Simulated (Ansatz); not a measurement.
AlRu:
```
CELL_PARAMETERS angstrom
      2.97630     0.00000     0.00000
      0.00000     2.97630     0.00000
      0.00000     0.00000     2.97630
ATOMIC_POSITIONS crystal
  Ru 0.00000 0.00000 0.00000
  Al 0.50000 0.50000 0.50000
```

This is the PBEsol-relaxed structure.

### Question
All from the program Ansatz at the PBEsol level (PAW), unless another level is named. Estimate the Poisson's ratio.

### Answer
0.28.

### Question
Next, the highest zone-centre frequency?

### Answer
321 cm⁻¹.

### Question
And the elastic constants (relaxed ions, GPa)?

### Answer
C11 = 340, C12 = 159, C44 = 136.

Space group Pm-3m (CsCl type). Symmetry was held in the PBEsol relaxation; of distortions, only those at the zone centre were tested. The run is not spin-polarised. As this level gives no gap, shear constants depend on the k-mesh and smearing (Fermi–Dirac, 0.1 eV here). As this level gives no gap, phonon frequencies hold no LO–TO term and depend on the k-mesh and smearing (Fermi–Dirac, 0.1 eV here).

Potentials: the later of the program's two PAW sets.
